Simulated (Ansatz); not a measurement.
Pt$_{3}$W in space group I4/mmm (No. 139; Pt on 4d, Pt on 2b, W on 2a), DFT-r²SCAN in the program Ansatz with PAW potentials, all energies at zero smearing, with the estimated change up to a 700 eV cutoff added, with one set of potentials and settings (totals compare only within such a set). Cell of 4 atoms (3 Pt, 1 W): -48008.669 eV.

```csv
element,reference phase,E (eV/atom)
Pt,"Fm-3m, 1 atoms in the cell",-12536.7848
W,"Im-3m, 1 atoms in the cell",-10397.2967
```

Formation energy per atom, worked out: (-48008.669 − 3×(-12536.7848) − 1×(-10397.2967))/4 = -0.255 eV/atom (-25 kJ per mol of atoms), at 0 K, without zero-point energy or fitted corrections.

The first step of the workflow began from a Materials Project structure, measured or hypothetical; the Crystallography Open Database copy checked does not list it. Whether it is the stable phase at ambient conditions was not checked. Symmetry was held in the r²SCAN relaxation; its stability against distortions is not shown here. No spin polarisation was allowed. The references are the lowest solids computed at this level, not always the standard phases. Scalar-relativistic: spin–orbit coupling is off unless named, which matters more the heavier the elements.

Potentials: the later of the program's two PAW sets.
